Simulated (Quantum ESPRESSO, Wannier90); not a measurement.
## Tight-binding from DFT: Ga₂O₃ (corundum)

```
begin unit_cell_cart
ang
   -2.4986999236    4.3278752205    0.0000000000
   -4.9973998472    0.0000000000    0.0000000000
   -2.4986999236    1.4426250735    4.4835500000
end unit_cell_cart
begin atoms_frac
Ga   0.1444100000  0.1444100000 -0.4332300000
Ga  -0.1444100000 -0.1444100000  0.4332300000
Ga   0.3555900000  0.3555900000 -0.0667700000
Ga  -0.3555900000 -0.3555900000  0.0667700000
O   -0.0531600000  0.2500000000  0.2500000000
O    0.0531600000 -0.2500000000 -0.2500000000
O   -0.4468400000 -0.0531600000  0.2500000000
O    0.4468400000  0.0531600000 -0.2500000000
O    0.2500000000 -0.4468400000  0.2500000000
O   -0.2500000000  0.4468400000 -0.2500000000
end atoms_frac
```

Materials Project entry mp-1243; symmetrised, unrelaxed at this level. COD (Crystallography Open Database) has the formula in 2 space groups, this one among them (matched by group alone). Method: PBEsol plane waves in Quantum ESPRESSO 7.5 (PseudoDojo norm-conserving files, 68 Ry, no spin polarisation, no spin-orbit coupling), Bloch states on a 4×4×4 mesh through Γ, Wannier90 4.0.1. Density: 8×8×8 mesh, cold smearing 0.01 Ry.

A tight-binding model is made by disentanglement and projection with no localisation steps (num_iter = 0), so the 40 orbitals stay atom-like: hydrogen-like Ga: s;p; O: s;p, axes along x, y, z; frozen window up to 4.24 eV relative to the valence-band maximum. It follows pw.x to 1.3 meV rms for states up to 3.7 eV relative to the valence-band maximum. Matrix elements depend on this choice of orbitals and windows. Bands 7–26 (Ga 3d 96 %) lie between the kept ones and are excluded.

The 30 largest hoppings ⟨m,0|H|n,R⟩ between different sites (one of each Hermitian pair; signs follow the real orbitals' lobes; the list may end inside a set of equal values):

| m | n | R | distance of the centres (Å) | t (eV) |
|---|---|---|---|---|
| O5 s | Ga2 px | 0 0 0 | 2.04 | 2.599 |
| O6 s | Ga1 px | 0 0 0 | 2.04 | -2.599 |
| O7 s | Ga4 px | 0 0 0 | 2.04 | 2.599 |
| O8 s | Ga3 px | 0 0 0 | 2.04 | -2.599 |
| O5 px | Ga2 px | 0 0 0 | 2.05 | 2.403 |
| O6 px | Ga1 px | 0 0 0 | 2.05 | 2.403 |
| O7 px | Ga4 px | 0 0 0 | 2.05 | 2.403 |
| O8 px | Ga3 px | 0 0 0 | 2.05 | 2.403 |
| O7 s | Ga2 py | 0 0 0 | 2.01 | 2.369 |
| O8 s | Ga1 py | 0 0 0 | 2.01 | -2.369 |
| Ga3 py | O6 s | 0 1 0 | 2.01 | 2.369 |
| O5 s | Ga4 py | 0 1 0 | 2.01 | -2.369 |
| O5 px | Ga2 s | 0 0 0 | 1.94 | -2.175 |
| O6 px | Ga1 s | 0 0 0 | 1.94 | 2.175 |
| O7 px | Ga4 s | 0 0 0 | 1.94 | -2.175 |
| O8 px | Ga3 s | 0 0 0 | 1.94 | 2.175 |
| O9 s | Ga2 py | 0 0 0 | 1.97 | -2.133 |
| O10 s | Ga1 py | 0 0 0 | 1.97 | 2.133 |
| Ga3 py | O10 s | 1 0 0 | 1.97 | -2.133 |
| O9 s | Ga4 py | 1 0 0 | 1.97 | 2.133 |
| O7 py | Ga2 s | 0 0 0 | 1.94 | -1.966 |
| O8 py | Ga1 s | 0 0 0 | 1.94 | 1.966 |
| Ga3 s | O6 py | 0 1 0 | 1.94 | -1.966 |
| O5 py | Ga4 s | 0 1 0 | 1.94 | 1.966 |
| O9 py | Ga2 s | 0 0 0 | 1.93 | 1.800 |
| O10 py | Ga1 s | 0 0 0 | 1.93 | -1.800 |
| Ga3 s | O10 py | 1 0 0 | 1.93 | 1.800 |
| O9 py | Ga4 s | 1 0 0 | 1.93 | -1.800 |
| O7 py | Ga2 py | 0 0 0 | 2.02 | 1.799 |
| O8 py | Ga1 py | 0 0 0 | 2.02 | 1.799 |
